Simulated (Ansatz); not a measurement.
## PbS: from a starting cell to a relaxed one

The start is a relaxed PbS cell, doubled along one cell vector, shaken by Gaussian noise of σ = 0.08 Å a coordinate. Cell shape, volume and atoms are optimised at zero target pressure with PBE (plane waves to 420 eV, PAW, scalar-relativistic; Ansatz, an electronic-structure program). The first steps use a coarse 7×4×7 k-mesh.

Initial structure:
```
CELL_PARAMETERS angstrom
      0.00000     3.00423     3.00423
      6.00846     0.00000     6.00846
      3.00423     3.00423     0.00000
ATOMIC_POSITIONS crystal
  S  0.01296 0.00042 0.98333
  S  0.01544 0.50800 0.98035
  Pb 0.50756 0.25439 0.51664
  Pb 0.50648 0.76288 0.50791
```

- Energy released = under 0.01 eV/atom
- Relative to the parent = The parent structure is recovered, Fm-3m (No. 225)
- Shortest distances (start → end) = The closest pairs of elements (up to four, under 3.6 Å), start → end: Pb–S 2.86 → 3.00 Å
- Band gap at the end = 0.50 eV, direct (no spin-orbit coupling)
- Optimiser moves = 4

Final values are on a 10×10×10 k-mesh of the relaxed cell. No spin polarisation in the result. Spin-orbit coupling is missing; with elements this heavy it can move band edges by tenths of an eV or more.
